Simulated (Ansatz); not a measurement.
Ta2O5:
```yaml
crystal:
  lattice:
    - [3.83623, 0.00000, 0.00000]
    - [0.00000, 13.00339, 0.00000]
    - [0.00000, 0.00000, 3.87636]
  atoms:
    - { symbol: Ta, position: [0.00000, 0.14592, 0.03003] }
    - { symbol: Ta, position: [0.00000, 0.85408, 0.03003] }
    - { symbol: Ta, position: [0.50000, 0.35408, 0.96997] }
    - { symbol: Ta, position: [0.50000, 0.64592, 0.96997] }
    - { symbol: O, position: [0.50000, 0.18512, 0.00275] }
    - { symbol: O, position: [0.50000, 0.81488, 0.00275] }
    - { symbol: O, position: [0.00000, 0.31488, 0.99725] }
    - { symbol: O, position: [0.00000, 0.68512, 0.99725] }
    - { symbol: O, position: [0.00000, 0.85075, 0.50955] }
    - { symbol: O, position: [0.00000, 0.14925, 0.50955] }
    - { symbol: O, position: [0.50000, 0.64925, 0.49045] }
    - { symbol: O, position: [0.50000, 0.35075, 0.49045] }
    - { symbol: O, position: [0.50000, 0.50000, 0.99373] }
    - { symbol: O, position: [0.00000, 0.00000, 0.00627] }
```

This is the r²SCAN-relaxed structure. Tensor components refer to the Cartesian frame of this cell.

### Question
All from the program Ansatz at the r²SCAN level (PAW), unless another level is named. Give the smallest direct gap on the standard path.

### Answer
3.51 eV.

### Question
What about the band gap?

### Answer
2.87 eV (indirect).

### Question
What about the conduction-band minimum?

### Answer
at Γ.

### Question
Give the valence-band maximum.

### Answer
at R (k = 0.500, 0.500, 0.500).

Space group Pmmn. The workflow started from a Materials Project entry (that database holds measured and hypothetical structures alike); the Crystallography Open Database copy checked does not list it. COD files the formula under space group No. 49, so this cell is another polymorph or a model. Whether it is the stable phase at ambient conditions was not checked. Symmetry was held in the r²SCAN relaxation; whether a distortion lowers the energy is not shown. No spin polarisation was allowed. Spin–orbit coupling is left out wherever it is not named.

Potentials: the later of the program's two PAW sets.
